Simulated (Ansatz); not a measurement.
The relaxed structure here is a generated cell of FeSi: the first start was made by a random draw of sites in a space group, and the end was not matched to a known phase here, so it may be hypothetical.

A relaxed structure of FeSi. Space group Fmm2 (No. 42). Calculation: r2SCAN (plane waves to 500 eV, PAW, scalar-relativistic; Ansatz, a quantum-chemistry and plane-wave program).

```cif
data_Fe3Si3
_chemical_formula_sum 'Fe3 Si3'
_space_group_name_H-M_alt 'P 1'
_space_group_IT_number 1
_cell_length_a 6.60508
_cell_length_b 6.15363
_cell_length_c 4.02442
_cell_angle_alpha 77.836
_cell_angle_beta 65.607
_cell_angle_gamma 36.556
loop_
_space_group_symop_operation_xyz
  'x, y, z'
loop_
_atom_site_label
_atom_site_type_symbol
_atom_site_fract_x
_atom_site_fract_y
_atom_site_fract_z
_atom_site_occupancy
Fe1 Fe 0.07921 0.07921 0.92079 1
Fe2 Fe 0.39854 0.39854 0.10146 1
Fe3 Fe 0.89854 0.89854 0.60146 1
Si1 Si 0.27776 0.27776 0.72224 1
Si2 Si 0.74787 0.41101 0.58899 1
Si3 Si 0.41101 0.74787 0.25213 1
```

- Volume per atom = 14.42 Å³
- Band gap = no gap (metallic)
- Magnetic moment = net 0.91 μB/atom, ferromagnetic
- Shortest distances = Fe–Si 2.20 Å; Si–Si 2.23 Å; Fe–Fe 2.28 Å
- k-mesh = 12×12×12

Spin state reached: ferromagnetic (net 0.91 μB/atom), from parallel starting moments; other spin orders were not run from this start. r2SCAN tends to overstate moments in metals.

The run could not lose the symmetry of its start: the end is stationary, and may be a saddle point rather than a minimum.
